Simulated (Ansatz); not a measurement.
**Structure types of Co compared at 100 GPa**

Structure types of Co are relaxed in primitive cells with their symmetry kept at 100 GPa, first on PAW files, then by LAPW. The enthalpy is E + pV at zero temperature, without zero-point motion. Only the types listed were tried, and differences under about 5 meV/atom are mesh noise. Not among the end structures: fcc, bcc, which may lie lower.

Level of theory: DFT with LDA, scalar-relativistic, in Ansatz 0.2.0; Fermi–Dirac smearing of 0.1 eV, spin-polarised from start moments Co1 1.7, Co2 1.7 μB. LAPW: all electrons, basis error target 0.5 meV/atom.

k meshes: hcp 20×20×11, diamond 15×15×15, sc 19×19×19, omega 10×10×14.

The magnetic state is the one reached from the start moments; other orders weren't searched. The PAW files were made under PBE.

Order the types by LAPW enthalpy, lowest first.
A. omega
B. sc
C. hcp
D. diamond

C (0 meV/atom), A (212 meV/atom), B (1495 meV/atom), D (3098 meV/atom).

```tsv
start type	ends as	a, b, c (Å)	V (Å³/atom)	H − H(lowest), LAPW (meV/atom)	moment (μB/atom)
hcp	hcp, P6_3/mmc	2.242, 2.242, 3.621	7.88	0.0	0.36
diamond	diamond, Fd-3m	4.331, 4.331, 4.331	10.16	3098.0	0.00
sc	sc, Pm-3m	2.048, 2.048, 2.048	8.59	1495.3	0.00
omega	omega, P6/mmm	3.580, 3.580, 2.181	8.07	212.1	1.08
```

Split the lead of hcp over omega into energy and pV.

For omega less hcp: ΔE = +98.0 meV/atom, and p·ΔV = 100 GPa × +0.1829 Å³ × 6.242 meV/(GPa·Å³) = +114.1 meV/atom, together 212.1 meV/atom. hcp wins on both counts.
